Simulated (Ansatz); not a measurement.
Deforming AgB₂

```yaml
crystal:
  lattice:
    - [3.00000, 0.00000, 0.00000]
    - [-1.50000, 2.59808, 0.00000]
    - [0.00000, 0.00000, 3.24000]
  atoms:
    - { symbol: Ag, position: [0.00000, 0.00000, 0.00000] }
    - { symbol: B, position: [0.33333, 0.66667, 0.50000] }
    - { symbol: B, position: [0.66667, 0.33333, 0.50000] }
```

Atoms are numbered in the order listed.

The geometry is COD entry 1509214, unchecked; take it as a test cell.

Level of theory: Ansatz 0.2.0, DFT, PBEsol, all-electron PAW with datasets made for the crystal, scalar-relativistic.

The runs use a Γ-centred 16×16×13 k mesh, Fermi–Dirac smearing of 0.05 eV, cutoff 360 eV (chosen by the program for this cell), no spin polarisation.

The unchanged cell is at 46.8 GPa.

In a metal, stresses and small energies carry noise from the k mesh.

x, y and z are the Cartesian axes of the cell as listed; fractional coordinates follow a strain, and an engineering shear is twice the off-diagonal strain component.

Problem. With this change (equal xy, yz and zx engineering shear strains of -2 %), what becomes of the energy and stress and forces?

Solution. Energy change +2 meV/atom; stress change (xx, yy, zz, yz, xz, xy) 0.39, 0.17, -0.07, 0.01, 0.00, 2.63 GPa, compression positive; change of the force on B3 (-0.117, 0.001, 0.008) eV/Å.

Problem. With this change (equal xy, yz and zx engineering shear strains of -1 %), what becomes of the energy and stress and forces?

Solution. Energy change under 1 meV/atom; stress change (xx, yy, zz, yz, xz, xy) 0.10, 0.04, 0.01, 0.03, 0.03, 1.35 GPa, compression positive; change of the force on B3 (-0.066, 0.000, 0.002) eV/Å.

Problem. With this change (equal xy, yz and zx engineering shear strains of +1 %), what becomes of the energy and stress and forces?

Solution. Energy change under 1 meV/atom; stress change (xx, yy, zz, yz, xz, xy) 0.07, 0.06, 0.02, -0.06, -0.08, -1.36 GPa, compression positive; change of the force on B2 (-0.081, 0.000, -0.002) eV/Å.

Problem. With this change (equal xy, yz and zx engineering shear strains of +2 %), what becomes of the energy and stress and forces?

Solution. Energy change +2 meV/atom; stress change (xx, yy, zz, yz, xz, xy) 0.30, 0.27, -0.04, -0.13, -0.22, -2.75 GPa, compression positive; change of the force on B2 (-0.174, -0.001, -0.005) eV/Å.
